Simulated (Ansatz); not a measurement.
Polymorphs of B, each relaxed with DFT-r²SCAN in the program Ansatz with PAW potentials:

A: I4_132, a = b = c = 4.639 Å, α = β = γ = 90.00°

B: Pm-3m, a = b = c = 4.1456 Å, α = β = γ = 90.00°

C: Cmce, a = 2.936 Å, b = 5.323 Å, c = 3.266 Å, α = 90.00°, β = 90.00°, γ = 90.00°

D: P4_2/nnm, a = 8.832 Å, b = 8.832 Å, c = 4.937 Å, α = 90.00°, β = 90.00°, γ = 90.00°

E: α-B12 (R-3m), a = 4.899 Å, b = 4.899 Å, c = 12.514 Å, α = 90.00°, β = 90.00°, γ = 120.00°

Put the candidates in order of energy per atom at 0 K, lowest first, for r²SCAN.

E (+0 meV/atom), D (+96 meV/atom), C (+305 meV/atom), B (+528 meV/atom), A (+640 meV/atom)

Give each one's gap.

A 1.76 eV; B no gap; C no gap; D no gap; E 1.60 eV.

Typed or built starts, not in the databases checked: A; B; C. Not the usual ambient phase: A; B; C; D. All cells were relaxed under the symmetry of their starts (and spin orders); stability against distortions was not tested throughout.

Energies hold the estimated change up to a 700 eV cutoff; steps of a few meV lie near the error of the meshes.

Potentials: the later of the program's two PAW sets.
